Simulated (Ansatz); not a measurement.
Input:

YC:
```cif
data_CY
_chemical_formula_sum 'C1 Y1'
_space_group_name_H-M_alt 'P 1'
_space_group_IT_number 1
_cell_length_a 3.55850
_cell_length_b 3.55850
_cell_length_c 3.55850
_cell_angle_alpha 60.000
_cell_angle_beta 60.000
_cell_angle_gamma 60.000
loop_
_space_group_symop_operation_xyz
  'x, y, z'
loop_
_atom_site_label
_atom_site_type_symbol
_atom_site_fract_x
_atom_site_fract_y
_atom_site_fract_z
_atom_site_occupancy
C1 C 0.00000 0.00000 0.00000 1
Y1 Y 0.50000 0.50000 0.50000 1
```

This is the PBEsol-relaxed structure.

Task: All from the program Ansatz at the PBEsol level (PAW), unless another level is named. Give the electronic character.

Result: metallic (no gap).

Task: Next, the formation energy from the elements (no fitted shifts)?

Result: -0.004 eV/atom.

Task: And the density of states at the Fermi level?

Result: 0.80 states/eV per atom (mean over ±0.08 eV).

Task: Next, the gap with spin–orbit coupling?

Result: none (metallic).

Space group Fm-3m (rock salt). The start of the workflow was typed in or built on a structure type; the Crystallography Open Database copy checked does not list it. Whether it is the stable phase at ambient conditions was not checked. The cell was relaxed with PBEsol under the symmetry of its start; whether a distortion lowers the energy is not shown. The run is not spin-polarised. The references are the lowest solids computed at this level, not always the standard phases. Spin–orbit coupling is left out wherever it is not named.

Potentials: the earlier of the program's two PAW sets. The files were generated under PBE; for other functionals the program regenerates the frozen cores, and for LDA and PBEsol the local potential too.
